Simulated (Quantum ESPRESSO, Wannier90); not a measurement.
Wannier functions of Ba(ZnSi)$_{2}$ (I4/mmm)

Structure: Materials Project mp-1070267, symmetrised, not relaxed again. Not found in the COD (Crystallography Open Database) copy used; not checked further. Method: PBEsol plane waves in Quantum ESPRESSO 7.5 (PseudoDojo norm-conserving files, 68 Ry, no spin polarisation, no spin-orbit coupling), Bloch states on a 4×4×4 mesh through Γ, Wannier90 4.0.1. Density: 8×8×8 mesh, cold smearing 0.01 Ry. Spin-orbit coupling is left out although heavy elements are present.

On the energy scale of pw.x, whose zero is arbitrary, the Fermi level lies at 10.74 eV.

Input w.win:

```
num_bands = 60
num_wann = 32
num_iter = 1000
conv_tol = 1.0e-6
conv_window = 4
dis_num_iter = 1000
dis_conv_tol = 1.0e-6
dis_froz_max = 12.24
write_hr = true
write_u_matrices = true
begin projections
f=-0.00740,0.00338,-0.00694: s;d
f=0.25517,-0.23833,0.50433: s;p;d
f=-0.26051,0.24369,0.49252: s;p;d
f=-0.38823,-0.38173,0.24369: s;p
f=0.37021,0.37023,-0.24637: s;p
end projections
begin unit_cell_cart
ang
    4.5056800000    0.0000000000    0.0000000000
    0.0000000000    4.5056800000    0.0000000000
   -2.2528400000   -2.2528400000    5.0671200000
end unit_cell_cart
begin atoms_frac
Ba   0.0000000000  0.0000000000  0.0000000000
Zn   0.2500000000 -0.2500000000  0.5000000000
Zn  -0.2500000000  0.2500000000  0.5000000000
Si  -0.3794900000 -0.3794900000  0.2410200000
Si   0.3794900000  0.3794900000 -0.2410200000
end atoms_frac
mp_grid = 4 4 4
begin kpoints
0.0000000000 0.0000000000 0.0000000000
0.0000000000 0.0000000000 0.2500000000
0.0000000000 0.0000000000 0.5000000000
... (61 more lines: the 4x4x4 mesh through Gamma)
end kpoints
```

Input of pw2wannier90.x that gives the overlap and projection files (equivalent; here they were cut from one run over all bands):

```
&inputpp
  outdir = './out'
  prefix = 'pwscf'
  seedname = 'w'
  write_amn = .true.
  write_mmn = .true.
/
```

Output w.wout (banner and timings cut):

```
                                    ------
                                    SYSTEM
                                    ------

                              Lattice Vectors (Ang)
                    a_1     4.505680   0.000000   0.000000
                    a_2     0.000000   4.505680   0.000000
                    a_3    -2.252840  -2.252840   5.067120

                   Unit Cell Volume:     102.86837  (Ang^3)

                        Reciprocal-Space Vectors (Ang^-1)
                    b_1     1.394503  -0.000000   0.619996
                    b_2    -0.000000   1.394503   0.619996
                    b_3     0.000000   0.000000   1.239991

 *----------------------------------------------------------------------------*
 |   Site       Fractional Coordinate          Cartesian Coordinate (Ang)     |
 +----------------------------------------------------------------------------+
 | ba   1   0.00000   0.00000   0.00000   |    0.00000   0.00000   0.00000    |
 | zn   1   0.25000  -0.25000   0.50000   |    0.00000  -2.25284   2.53356    |
 | zn   2  -0.25000   0.25000   0.50000   |   -2.25284   0.00000   2.53356    |
 | si   1  -0.37949  -0.37949   0.24102   |   -2.25284  -2.25284   1.22128    |
 | si   2   0.37949   0.37949  -0.24102   |    2.25284   2.25284  -1.22128    |
 *----------------------------------------------------------------------------*
                                ------------
                                K-POINT GRID
                                ------------

             Grid size =  4 x  4 x  4      Total points =   64

 *---------------------------------- MAIN ------------------------------------*
 |  Number of Wannier Functions               :                32             |
 |  Number of Objective Wannier Functions     :                32             |
 |  Number of input Bloch states              :                60             |
 |  Output verbosity (1=low, 5=high)          :                 1             |
 |  Timing Level (1=low, 5=high)              :                 1             |
 |  Optimisation (0=memory, 3=speed)          :                 3             |
 |  Length Unit                               :               Ang             |
 |  Post-processing setup (write *.nnkp)      :                 F             |
 |  Using Gamma-only branch of algorithms     :                 F             |
 *----------------------------------------------------------------------------*
 *------------------------------- WANNIERISE ---------------------------------*
 |  Total number of iterations                :              1000             |
 |  Number of CG steps before reset           :                 5             |
 |  Trial step length for line search         :             2.000             |
 |  Convergence tolerence                     :         0.100E-05             |
 |  Convergence window                        :                 4             |
 |  Iterations between writing output         :                 1             |
 |  Iterations between backing up to disk     :               100             |
 |  Write r^2_nm to file                      :                 F             |
 |  Write xyz WF centres to file              :                 F             |
 |  Write on-site energies <0n|H|0n> to file  :                 F             |
 |  Use guiding centre to control phases      :                 F             |
 |  Use phases for initial projections        :                 F             |
 *----------------------------------------------------------------------------*
 *------------------------------- DISENTANGLE --------------------------------*
 |  Using band disentanglement                :                 T             |
 |  Total number of iterations                :              1000             |
 |  Mixing ratio                              :             0.500             |
 |  Convergence tolerence                     :         1.000E-06             |
 |  Convergence window                        :                 3             |
 *----------------------------------------------------------------------------*
 *-------------------------------- PLOTTING ----------------------------------*
 |  Plotting Hamiltonian in WF basis          :                 T             |
 *----------------------------------------------------------------------------*

       ... (k-mesh section left out)

 Starting a new Wannier90 calculation ...

 Reading overlaps from w.mmn

 Reading projections from w.amn

 *------------------------------- DISENTANGLE --------------------------------*
 +----------------------------------------------------------------------------+
 |                              Energy  Windows                               |
 |                              ---------------                               |
 |                   Outer: -115.37708  to   29.36268  (eV)                   |
 |                   Inner: -115.37708  to   12.24000  (eV)                   |
 +----------------------------------------------------------------------------+
   Number of target bands to extract:   32

                   Unitarised projection of Wannier functions
                   ------------------------------------------
   A_mn = <psi_m|g_n> --> S = A.A^+ --> U = S^-1/2.A
   In dis_project... done
   Using an inner window (linner = T)
   In dis_proj_froz... done

                   Extraction of optimally-connected subspace
                   ------------------------------------------
 +---------------------------------------------------------------------+<-- DIS
 |  Iter     Omega_I(i-1)      Omega_I(i)      Delta (frac.)           |<-- DIS
 +---------------------------------------------------------------------+<-- DIS
       1      40.31416667      37.81541651       6.608E-02    <-- DIS
       2      38.08929161      36.70401190       3.774E-02    <-- DIS
       3      37.27256127      36.35758878       2.517E-02    <-- DIS
       4      36.78769243      36.15536066       1.749E-02    <-- DIS
       5      36.45093429      36.02232613       1.190E-02    <-- DIS
       6      36.21798007      35.92959504       8.026E-03    <-- DIS
       ... (lines left out)
     101      34.66848825      34.65819918       2.969E-04    <-- DIS
       ... (lines left out)
     201      34.45257474      34.45190400       1.947E-05    <-- DIS
       ... (lines left out)
     301      34.43367684      34.43316690       1.481E-05    <-- DIS
       ... (lines left out)
     401      34.42306317      34.42260546       1.330E-05    <-- DIS
       ... (lines left out)
     501      34.41460113      34.41429533       8.886E-06    <-- DIS
       ... (lines left out)
     578      34.40904386      34.40901423       8.609E-07    <-- DIS
     579      34.40897401      34.40894949       7.127E-07    <-- DIS
     580      34.40890416      34.40888478       5.630E-07    <-- DIS

             <<<      Delta < 1.000E-06  over  3 iterations     >>>
             <<< Disentanglement convergence criteria satisfied >>>

        Final Omega_I    34.40888478 (Ang^2)

 +----------------------------------------------------------------------------+

 Writing checkpoint file w.chk... done

 *------------------------------- WANNIERISE ---------------------------------*
 +--------------------------------------------------------------------+<-- CONV
 | Iter  Delta Spread     RMS Gradient      Spread (Ang^2)            |<-- CONV
 +--------------------------------------------------------------------+<-- CONV

 ------------------------------------------------------------------------------
 Initial State
  WF centre and spread    1  ( -0.019415,  0.031972, -0.039521 )     0.87215629
  WF centre and spread    2  ( -0.086534,  0.060856,  0.171591 )     9.61762460
  WF centre and spread    3  (  0.335441,  0.317672,  0.098749 )     8.19996925
  WF centre and spread    4  ( -0.181848,  0.344739,  0.395859 )    10.46709108
  WF centre and spread    5  ( -0.732246,  0.767633,  0.356774 )    15.02522006
  WF centre and spread    6  ( -0.033704, -0.083323, -0.285367 )     7.43306304
  WF centre and spread    7  ( -0.020985, -2.218833,  2.533876 )     1.21495490
  WF centre and spread    8  (  0.006284, -2.212983,  2.550383 )     0.89179577
  WF centre and spread    9  (  0.014852, -2.213197,  2.527346 )     0.80399493
  WF centre and spread   10  (  0.012890, -2.228354,  2.567195 )     0.65208465
  WF centre and spread   11  ( -0.002337, -2.263284,  2.510083 )     0.47916774
  WF centre and spread   12  ( -0.009178, -2.252813,  2.522611 )     0.52072232
  WF centre and spread   13  ( -0.000050, -2.287002,  2.519897 )     0.47541083
  WF centre and spread   14  ( -0.010805, -2.286935,  2.535317 )     0.51382648
  WF centre and spread   15  ( -0.010692, -2.286568,  2.534089 )     0.45070490
  WF centre and spread   16  ( -2.273574, -0.011533,  2.485455 )     1.16750491
  WF centre and spread   17  ( -2.281550, -0.012841,  2.509450 )     0.89976681
  WF centre and spread   18  ( -2.272909, -0.011351,  2.512611 )     0.66259108
  WF centre and spread   19  ( -2.280041, -0.007096,  2.469374 )     0.81927551
  WF centre and spread   20  ( -2.245457,  0.002131,  2.573003 )     0.47982571
  WF centre and spread   21  ( -2.228556, -0.000519,  2.565475 )     0.47199581
  WF centre and spread   22  ( -2.253750,  0.005884,  2.566708 )     0.53185099
  WF centre and spread   23  ( -2.229091,  0.007898,  2.534160 )     0.51761938
  WF centre and spread   24  ( -2.228154,  0.009098,  2.532847 )     0.45447437
  WF centre and spread   25  ( -2.308195, -2.273344,  1.242527 )     3.98665689
  WF centre and spread   26  ( -2.270774, -2.308635,  1.953969 )     9.06459511
  WF centre and spread   27  ( -2.440246, -2.243789,  1.367953 )     6.11022027
  WF centre and spread   28  ( -2.183685, -2.226638,  1.455454 )     5.87904183
  WF centre and spread   29  (  2.223796,  2.222871, -1.245501 )     4.02349726
  WF centre and spread   30  (  2.240703,  2.175240, -1.845545 )     9.48537233
  WF centre and spread   31  (  2.234870,  2.143983, -1.365063 )     5.94560704
  WF centre and spread   32  (  2.231716,  2.225244, -1.355859 )     5.76776593
  Sum of centres and spreads (-21.303224,-19.113818, 46.455899 )   113.88544809

      0     0.114E+03     0.0000000000      113.8854480935  <-- CONV
        O_D=      9.1274496 O_OD=     70.3491137 O_TOT=    113.8854481 <-- SPRD
 ------------------------------------------------------------------------------
      1    -0.264E+01     8.1985214407      111.2409759257  <-- CONV
        O_D=      7.8248313 O_OD=     69.0072598 O_TOT=    111.2409759 <-- SPRD
      2    -0.158E+02     6.9450846347       95.4876078280  <-- CONV
        O_D=      2.8773657 O_OD=     58.2013574 O_TOT=     95.4876078 <-- SPRD
      3    -0.124E+02     4.4729074244       83.0545385473  <-- CONV
        O_D=      2.9925462 O_OD=     45.6531076 O_TOT=     83.0545385 <-- SPRD
      4    -0.219E+01     4.6170012154       80.8616227203  <-- CONV
        O_D=      2.8996202 O_OD=     43.5531178 O_TOT=     80.8616227 <-- SPRD
      5    -0.390E+01     4.7815215450       76.9580701317  <-- CONV
        O_D=      1.9353813 O_OD=     40.6138040 O_TOT=     76.9580701 <-- SPRD
       ... (lines left out)
    100    -0.427E-01     0.6364198158       51.9891485979  <-- CONV
        O_D=      0.4265372 O_OD=     17.1537267 O_TOT=     51.9891486 <-- SPRD
       ... (lines left out)
    200    -0.610E-02     0.5124431459       51.7881959359  <-- CONV
        O_D=      0.4141189 O_OD=     16.9651923 O_TOT=     51.7881959 <-- SPRD
       ... (lines left out)
    300     0.506E+00     0.1266833926       52.2065264756  <-- CONV
        O_D=      0.9224299 O_OD=     16.8752118 O_TOT=     52.2065265 <-- SPRD
       ... (lines left out)
    400    -0.796E-02     0.0954768158       51.5478248818  <-- CONV
        O_D=      0.4083833 O_OD=     16.7305568 O_TOT=     51.5478249 <-- SPRD
       ... (lines left out)
    500    -0.615E-02     0.0949307040       50.7029630887  <-- CONV
        O_D=      0.3510665 O_OD=     15.9430118 O_TOT=     50.7029631 <-- SPRD
       ... (lines left out)
    600    -0.553E-03     0.0283718098       50.4639328288  <-- CONV
        O_D=      0.3495656 O_OD=     15.7054824 O_TOT=     50.4639328 <-- SPRD
       ... (lines left out)
    700    -0.746E-04     0.0107185468       50.4323857918  <-- CONV
        O_D=      0.3495546 O_OD=     15.6739464 O_TOT=     50.4323858 <-- SPRD
       ... (lines left out)
    800    -0.114E-05     0.0012602454       50.4282050957  <-- CONV
        O_D=      0.3493636 O_OD=     15.6699567 O_TOT=     50.4282051 <-- SPRD
       ... (lines left out)
    848    -0.700E-06     0.0009879262       50.4280585366  <-- CONV
        O_D=      0.3493633 O_OD=     15.6698105 O_TOT=     50.4280585 <-- SPRD
    849    -0.691E-06     0.0014150724       50.4280578452  <-- CONV
        O_D=      0.3493715 O_OD=     15.6698016 O_TOT=     50.4280578 <-- SPRD
    850    -0.890E-06     0.0009831843       50.4280569550  <-- CONV
        O_D=      0.3493738 O_OD=     15.6697984 O_TOT=     50.4280570 <-- SPRD
             <<<     Delta < 1.000E-06  over  4 iterations     >>>
             <<< Wannierisation convergence criteria satisfied >>>
 Final State
  WF centre and spread    1  ( -0.479814, -0.231490, -0.324648 )     1.20391039
  WF centre and spread    2  ( -0.306185,  0.292904,  0.392187 )     1.18171679
  WF centre and spread    3  (  0.551333,  0.412362,  0.057395 )     1.30718526
  WF centre and spread    4  (  0.123202, -0.327669,  0.206234 )     1.06331367
  WF centre and spread    5  ( -0.975019,  2.262634,  1.704242 )     3.79135215
  WF centre and spread    6  (  0.368707, -0.023069, -0.662542 )     3.02969755
  WF centre and spread    7  (  0.273590, -2.261815,  2.522296 )     0.24015234
  WF centre and spread    8  (  0.055153, -2.212562,  2.800132 )     0.22458571
  WF centre and spread    9  ( -0.182439, -2.095704,  2.640926 )     0.24667586
  WF centre and spread   10  (  0.084158, -1.999739,  2.563383 )     0.24920422
  WF centre and spread   11  (  0.083623, -2.151958,  2.305584 )     0.25164380
  WF centre and spread   12  ( -0.197597, -2.216488,  2.374107 )     0.27127167
  WF centre and spread   13  (  0.015217, -2.457846,  2.342547 )     0.23449521
  WF centre and spread   14  (  0.082890, -2.470831,  2.641842 )     0.26187937
  WF centre and spread   15  ( -0.210000, -2.409344,  2.622562 )     0.22497219
  WF centre and spread   16  ( -2.240901, -0.273870,  2.524325 )     0.23970604
  WF centre and spread   17  ( -2.281054, -0.061493,  2.273855 )     0.23045067
  WF centre and spread   18  ( -2.516530, -0.069012,  2.501034 )     0.24335940
  WF centre and spread   19  ( -2.374198,  0.187669,  2.413572 )     0.25656807
  WF centre and spread   20  ( -2.354324, -0.095018,  2.752546 )     0.26270501
  WF centre and spread   21  ( -2.061664, -0.016790,  2.724899 )     0.23495719
  WF centre and spread   22  ( -2.328500,  0.201231,  2.712510 )     0.24763731
  WF centre and spread   23  ( -2.024234, -0.078790,  2.427907 )     0.26030360
  WF centre and spread   24  ( -2.093233,  0.208690,  2.485386 )     0.22628600
  WF centre and spread   25  ( -2.182625, -3.381216,  1.581293 )     3.31354594
  WF centre and spread   26  ( -2.279072, -2.226988,  1.292831 )     7.82420590
  WF centre and spread   27  ( -3.313488, -2.247184,  1.386042 )     3.26745876
  WF centre and spread   28  ( -2.209232, -1.093392,  1.548376 )     3.46283824
  WF centre and spread   29  (  2.024026,  2.935286, -1.132914 )     3.58498017
  WF centre and spread   30  (  2.215238,  2.334732, -2.150803 )     6.30691181
  WF centre and spread   31  (  3.123654,  2.140017, -1.321430 )     3.30540537
  WF centre and spread   32  (  1.811303,  1.568662, -1.282212 )     3.37868127
  Sum of centres and spreads (-21.798016,-17.858080, 46.923466 )    50.42805696

         Spreads (Ang^2)       Omega I      =    34.408884782
        ================       Omega D      =     0.349373810
                               Omega OD     =    15.669798363
    Final Spread (Ang^2)       Omega Total  =    50.428056955
```
